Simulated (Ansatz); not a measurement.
Relaxed-ion elastic tensor of CdF2 (fluorite, Fm-3m) in GPa (Voigt order), plane-wave PAW r²SCAN (Ansatz code); density 6.39 g/cm³, 13.04 Å³ per atom.

```
      1     2     3     4     5     6
-  ----  ----  ----  ----  ----  ----
1   191  74.1  74.1   0.0   0.0   0.0
2  74.1   191  74.1   0.0   0.0   0.0
3  74.1  74.1   191   0.0   0.0   0.0
4   0.0   0.0   0.0  23.9   0.0   0.0
5   0.0   0.0   0.0   0.0  23.9   0.0
6   0.0   0.0   0.0   0.0   0.0  23.9
```

Is the crystal mechanically stable?

Yes: the smallest eigenvalue of C is 23.9 GPa.

Work out the Voigt, Reuss and Hill averages.

K_V = 113, K_R = 113, K_H = 113; G_V = 37.7, G_R = 31.3, G_H = 34.5 GPa.

Give Young's modulus, Poisson's ratio, Pugh's ratio and the universal anisotropy index.

E = 9KG/(3K + G) = 93.9 GPa; ν = 0.36; K/G = 3.28 (ductile by the Pugh limit of 1.75); A_U = 5G_V/G_R + K_V/K_R − 6 = 1.02.

Estimate the sound speeds and the Debye temperature.

v_l = √((K + 4G/3)/ρ) = 4990 m/s, v_t = √(G/ρ) = 2320 m/s, mean 2620 m/s; Θ = (h/k)(3n/4πV)^(1/3) v_m = 331 K.

Give the Zener ratio and Young's modulus along [100], [110] and [111].

A = 2C44/(C11 − C12) = 0.41; 1/E = S11 − 2(S11 − S12 − S44/2)Γ with Γ = 0, 1/4, 1/3 gives 149, 77.7, 67.0 GPa.

Symmetry was held in the r²SCAN relaxation; phonons on a q-mesh show no instability.

Potentials: the later of the program's two PAW sets.
